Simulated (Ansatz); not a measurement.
# Is this CsSm₃ structure a true minimum?

It was reached by relaxing an invented guess, and it needn't be the stable form of this composition.

The calculation used Ansatz, DFT PBE, scalar-relativistic, plane waves, PAW, and for the lanthanide a 4f-in-core norm-conserving potential. Plane waves to 690 eV, a k mesh through Γ of 10×10×10 on the computed 4-atom cell and Gaussian smearing (0.10 eV); no spin polarisation.

The cell below (4 atoms, space group Pm-3m (No. 221)) is relaxed within its symmetry.

```yaml
crystal:
  lattice:
    - [5.34275, 0.00000, 0.00000]
    - [0.00000, 5.34275, 0.00000]
    - [0.00000, 0.00000, 5.34275]
  atoms:
    - { symbol: Cs, position: [0.50000, 0.50000, 0.50000] }
    - { symbol: Sm, position: [0.50000, 0.00000, 0.00000] }
    - { symbol: Sm, position: [0.00000, 0.50000, 0.00000] }
    - { symbol: Sm, position: [0.00000, 0.00000, 0.50000] }
```

For the test a repeat of it with 8 atoms (edges 5.34, 5.34, 10.69 Å) was strained at random (σ = 1.5 % a component), the atoms were moved at random (σ = 0.05 Å), and all was relaxed again on a coarse 4×4×2 mesh (in the run’s order of axes) with 0.20 eV smearing, with no symmetry imposed.

Problem. Is the structure stable against such a distortion?

Solution. It returns, within 1 meV/atom of the unmoved cell on that mesh and with the same symmetry when read at 0.1 Å (P2/m at 0.01 Å, so small strains and shifts remain). No instability shows in this cell; modes of other wave vectors, which need another repeat, aren't tested.

The lanthanide is trivalent by construction, without f bands, f moments or other valences.
